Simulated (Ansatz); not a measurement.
Starting cell, BN (h-BN type, space group P6_3/mmc):

```
BN
1.0
    2.50059     0.00000     0.00000
   -1.25029     2.16557     0.00000
    0.00000     0.00000     6.52585
B N
2 2
Cartesian
  0.00000   1.44371   1.63146
  1.25029   0.72186   4.89439
  0.00000   1.44371   4.89439
  1.25029   0.72186   1.63146
```

In each cell atom 1 (B, nearest neighbour N at 1.444 Å; its periodic images, 2.5 Å or more away, move with it) moves by s·(0.000, 0.000, 1.000) (along Cartesian z), the rest being held.

All values below come from r2SCAN+rVV10 (plane waves to 500 eV, PAW, scalar-relativistic; Ansatz, a first-principles code). k mesh 12×12×4 (Γ-centred), Fermi-Dirac smearing 0.05 eV. The energy includes the smearing's −TS. BN was relaxed with its symmetry unable to fall. The zero of ΔE is the undisplaced structure.

```json
[
 {"s (Å)": "-0.290", "ΔE (meV/cell)": "600"},
 {"s (Å)": "-0.232", "ΔE (meV/cell)": "383"},
 {"s (Å)": "-0.174", "ΔE (meV/cell)": "215"},
 {"s (Å)": "-0.116", "ΔE (meV/cell)": "withheld"},
 {"s (Å)": "-0.058", "ΔE (meV/cell)": "24"},
 {"s (Å)": "0.000", "ΔE (meV/cell)": "0"},
 {"s (Å)": "0.058", "ΔE (meV/cell)": "24"},
 {"s (Å)": "0.116", "ΔE (meV/cell)": "withheld"},
 {"s (Å)": "0.174", "ΔE (meV/cell)": "215"},
 {"s (Å)": "0.232", "ΔE (meV/cell)": "383"},
 {"s (Å)": "0.290", "ΔE (meV/cell)": "600"}
]
```

### Question
Fit an even polynomial form (powers 2, 4) to the given rows and predict ΔE at s = 0.116.

### Answer
Least squares on the 9 given rows: ΔE = (7084)·s² + (603.2)·s⁴, in meV/cell with s in Å; root-mean-square residual 0.1 meV/cell. At 0.116 the fit gives 95 meV/cell; the calculation gives 95 meV/cell, the same to the digits shown. The quadratic term alone would give 95 meV/cell.

(A displaced cell: forces are minus the slopes of the energy, force constants its curvatures, and phonons follow from these.)
